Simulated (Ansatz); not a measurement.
SnS$_{2}$:
```
CELL_PARAMETERS angstrom
      3.63224     0.00000     0.00000
     -1.81612     3.14561     0.00000
      0.00000     0.00000     5.70059
ATOMIC_POSITIONS crystal
  Sn 0.00000 0.00000 0.00000
  S  0.33333 0.66667 0.25735
  S  0.66667 0.33333 0.74265
```

Cartesian axes are those of the cell as given.

Q: Give the high-frequency dielectric tensor and the Born effective charge tensors of the independent atoms from DFPT, LDA in the plane-wave PAW code Ansatz.

A: 
ε∞:
```
9.43  0.00  0.00
0.00  9.43  0.00
0.00  0.00  7.88
```
Z* of atom 1 (Sn), rows: field, columns: displacement, in e:
```
4.94  0.00  0.00
0.00  4.94  0.00
0.00  0.00  2.08
```
Z* of atom 2 (S), rows: field, columns: displacement, in e:
```
-2.47   0.00   0.00
 0.00  -2.47   0.00
 0.00   0.00  -1.04
```

Static charges for comparison (Bader): Sn1 +1.45, S2 -0.73 e. Born charges measure polarisation by displacement and can exceed these by far.

Space group P-3m1 (CdI2 type). Symmetry was held in the LDA relaxation. A crystal of weakly bound layers computed without a dispersion correction: the cell and the soft elastic constants depend strongly on that. Spin–orbit coupling is left out wherever it is not named.

Potentials: the later of the program's two PAW sets.
